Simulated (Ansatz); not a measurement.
# Magnetic states of cobalt, simple cubic

Computed with DFT, PBEsol, plane waves (420 eV) with PAW, scalar-relativistic (Ansatz 0.2.0). (PAW data from PBE, frozen cores regenerated.)

Each start was relaxed and then solved on a dense mesh, with Fermi-Dirac smearing of 0.05 eV (0.1 eV in a metal without spin) extrapolated to zero. Rows within 2 meV/atom of each other tie.

Problem. Where does each start end, and how do the energies compare? Starts: non-magnetic; ferromagnetic.

Solution. 
```
        start                                 ends  ΔE (meV/atom)  V (Å³/atom)
ferromagnetic  ferromagnetic, net 1.75 μB per atom            0.0        12.10
 non-magnetic                    spin not included          212.3        11.39
```
